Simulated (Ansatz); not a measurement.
Relaxed LiNbO3 (LiNbO3 type, space group R3c):

```yaml
crystal:
  lattice:
    - [2.59491, 1.49817, 4.67185]
    - [-2.59491, 1.49817, 4.67185]
    - [0.00000, -2.99635, 4.67185]
  atoms:
    - { symbol: Li, position: [0.70263, 0.70263, 0.70263] }
    - { symbol: Li, position: [0.20263, 0.20263, 0.20263] }
    - { symbol: Nb, position: [0.98385, 0.98385, 0.98385] }
    - { symbol: Nb, position: [0.48385, 0.48385, 0.48385] }
    - { symbol: O, position: [0.62628, 0.87373, 0.26322] }
    - { symbol: O, position: [0.87373, 0.26322, 0.62628] }
    - { symbol: O, position: [0.26322, 0.62628, 0.87373] }
    - { symbol: O, position: [0.76322, 0.37373, 0.12628] }
    - { symbol: O, position: [0.37373, 0.12628, 0.76322] }
    - { symbol: O, position: [0.12628, 0.76322, 0.37373] }
```

The atoms are displaced by Q × the pattern below (from a DFPT mode at Γ, largest move 1; Q in Å), at fixed cell. It is one choice among 2 degenerate patterns.

```json
[
 {"atom": "Li1", "x": "-0.582", "y": "-0.813", "z": "0.000"},
 {"atom": "Li2", "x": "0.582", "y": "-0.813", "z": "0.000"},
 {"atom": "Nb3", "x": "0.093", "y": "0.010", "z": "0.000"},
 {"atom": "Nb4", "x": "-0.093", "y": "0.010", "z": "0.000"},
 {"atom": "O5", "x": "-0.142", "y": "-0.039", "z": "0.192"},
 {"atom": "O6", "x": "0.126", "y": "0.080", "z": "0.057"},
 {"atom": "O7", "x": "-0.111", "y": "0.253", "z": "-0.249"},
 {"atom": "O8", "x": "-0.126", "y": "0.080", "z": "0.057"},
 {"atom": "O9", "x": "0.142", "y": "-0.039", "z": "0.192"},
 {"atom": "O10", "x": "0.111", "y": "0.253", "z": "-0.249"}
]
```

The numbers are results of PBE (plane waves to 420 eV, PAW, scalar-relativistic; Ansatz, a program for electronic structure), not measurements. k mesh 8×8×8 (Γ-centred), Fermi-Dirac smearing 0.05 eV. E stands for the smeared free energy. LiNbO3 is run without spin polarisation. LiNbO3 was relaxed with its symmetry unable to fall. ΔE is measured from the undisplaced structure.

```
Q (Å)   ΔE (meV/cell)
------  -------------
-0.280            408
-0.187            168
-0.093             40
0.000               0
0.093              37
0.187             147
0.280             332
```

Question: Which DFPT wavenumber at Γ belongs to this mode?
A) 324 cm⁻¹
B) 253 cm⁻¹
C) 143 cm⁻¹
D) 558 cm⁻¹

Answer: A, 324 cm⁻¹. The curvature of the scan gives 324 cm⁻¹

(For displaced atoms, the force is minus the slope of the energy, and its curvature is a force constant, which sets phonon frequencies.)
